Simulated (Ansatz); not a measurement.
Mg2Sn:
```xyz
6
Lattice="5.0060 0.0000 0.0000 -2.5030 4.3353 0.0000 0.0000 0.0000 6.2128" Properties=species:S:1:pos:R:3 pbc="T T T"
Mg     0.0000     0.0000     0.0000
Mg     0.0000     0.0000     3.1064
Mg     2.5030     1.4451     1.5532
Mg     0.0000     2.8902     4.6596
Sn     2.5030     1.4451     4.6596
Sn     0.0000     2.8902     1.5532
```

Relaxed with PBEsol. Special points in fractions of this cell's reciprocal vectors: Γ (0.000, 0.000, 0.000); M (0.500, 0.000, 0.000); K (0.333, 0.333, 0.000); A (0.000, 0.000, 0.500); L (0.500, 0.000, 0.500); H (0.333, 0.333, 0.500).

**Question.** List the band energies nearest the Fermi level at these points for PBEsol with spin–orbit coupling (plane waves, PAW; program Ansatz).

**Answer.** In eV from the Fermi level; about four levels below and three above (degenerate sets whole), none deeper than 8.9 eV; points with the same levels are listed once.

```csv
k,below,above
Γ,-0.66 -0.66 -0.26 -0.26,1.39 1.39 1.81 1.81
M,-1.26 -1.26 -0.36 -0.36,1.11 1.11 1.63 1.63
K,-2.19 -2.19 -0.29 -0.29,1.95 1.95 2.27 2.27
A,-0.86 -0.86 -0.86 -0.86,0.48 0.48 0.48 0.48
L,-1.60 -1.60 -1.60 -1.60,1.48 1.48 1.48 1.48
H,-4.45 -4.45 -4.38 -4.38,0.69 0.69 0.82 0.82
```

Space group P6_3/mmc. The workflow started from a Materials Project entry (that database holds measured and hypothetical structures alike); the Crystallography Open Database copy checked does not list it. COD files the formula under space group No. 225, 227, so this cell is another polymorph or a model. With Mg and Sn taken as one species the cell has the higher symmetry P6/mmm, so it may be an ordered model of a mixed-site phase. Its standing as an ambient phase is unchecked. The cell was relaxed with PBEsol under the symmetry of its start; of distortions, only those at the zone centre were tested.

Potentials: the later of the program's two PAW sets.
